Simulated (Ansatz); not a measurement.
Relaxed-ion elastic tensor of CdI2 in space group P-3m1 (No. 164; Pearson symbol hP15) in GPa (Voigt order), plane-wave PAW LDA (Ansatz code); density 6.09 g/cm³, 33.31 Å³ per atom.

```json
[
 {"": "1", "1": "48.2", "2": "18.5", "3": "10.4", "4": "-0.2", "5": "0.0", "6": "0.0"},
 {"": "2", "1": "18.5", "2": "48.2", "3": "10.4", "4": "0.2", "5": "0.0", "6": "0.0"},
 {"": "3", "1": "10.4", "2": "10.4", "3": "24.3", "4": "0.0", "5": "0.0", "6": "0.0"},
 {"": "4", "1": "-0.2", "2": "0.2", "3": "0.0", "4": "6.4", "5": "0.0", "6": "0.0"},
 {"": "5", "1": "0.0", "2": "0.0", "3": "0.0", "4": "0.0", "5": "6.4", "6": "-0.2"},
 {"": "6", "1": "0.0", "2": "0.0", "3": "0.0", "4": "0.0", "5": "-0.2", "6": "14.9"}
]
```

Is the crystal mechanically stable?

Yes: the smallest eigenvalue of C is 6.4 GPa.

Work out the Voigt, Reuss and Hill averages.

K_V = 22.2, K_R = 19.1, K_H = 20.6; G_V = 11.0, G_R = 9.2, G_H = 10.1 GPa.

Give Young's modulus, Poisson's ratio, Pugh's ratio and the universal anisotropy index.

E = 9KG/(3K + G) = 26.0 GPa; ν = 0.29; K/G = 2.04 (ductile by the Pugh limit of 1.75); A_U = 5G_V/G_R + K_V/K_R − 6 = 1.10.

Estimate the sound speeds and the Debye temperature.

v_l = √((K + 4G/3)/ρ) = 2370 m/s, v_t = √(G/ρ) = 1290 m/s, mean 1440 m/s; Θ = (h/k)(3n/4πV)^(1/3) v_m = 133 K.

How much does each axis shrink under pressure?

Linear compressibilities β_i = Σ_j S_ij (j = 1 to 3): x 9.9, y 9.9, z 33 per TPa.

The first step of the workflow began from a Materials Project structure, measured or hypothetical; the Crystallography Open Database files this formula in space group No. 164, but the cells were not matched. Its standing as an ambient phase is unchecked. The cell was relaxed with LDA under the symmetry of its start; phonons on a q-mesh show no instability. A crystal of weakly bound layers computed without a dispersion correction: the cell and the soft elastic constants depend strongly on that. Spin–orbit coupling is left out wherever it is not named.

Potentials: the later of the program's two PAW sets.
